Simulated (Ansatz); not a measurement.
Here is the system:

Relaxed CdTe (zinc blende):

```
CELL_PARAMETERS angstrom
      0.00000     3.30902     3.30902
      3.30902     0.00000     3.30902
      3.30902     3.30902     0.00000
ATOMIC_POSITIONS crystal
  Te 0.75000 0.75000 0.75000
  Cd 0.00000 0.00000 0.00000
```

Scan: atom 1 (Te, nearest neighbour Cd at 2.866 Å; its periodic images, 4.7 Å or more away, move with it) is displaced along Cartesian z, direction (0.000, 0.000, 1.000) in Cartesian axes, by s. The other atoms stay.

All values below come from PBE (plane waves to 420 eV, PAW, scalar-relativistic; Ansatz, a program for electronic structure). k mesh 7×7×7 (Γ-centred), Fermi-Dirac smearing 0.05 eV. Energies are smeared free energies. CdTe was relaxed with its symmetry unable to fall. Spin-orbit coupling is left out, though Te is heavy. The zero of ΔE is the undisplaced structure.

The scan covers s from -0.290 to 0.290 Å in 11 points.

Q: Is this a single well or a double well?

A: A single well with its minimum at or next to zero displacement.

Q: Is the energy the same for equal positive and negative displacements?

A: Even: the same for both signs. With its periodic images moving along, the atom's site symmetry in this cell is -43m.

Q: What is the force constant k = d²E/ds² of this move at s = 0?

A: 3.72 eV/Å².

Q: With two atoms in the cell this is the zone-centre optical mode. What wavenumber follows (transverse: no LO-TO term)?

A: 130 cm⁻¹.

(A displaced cell: forces are minus the slopes of the energy, force constants its curvatures, and phonons follow from these.)
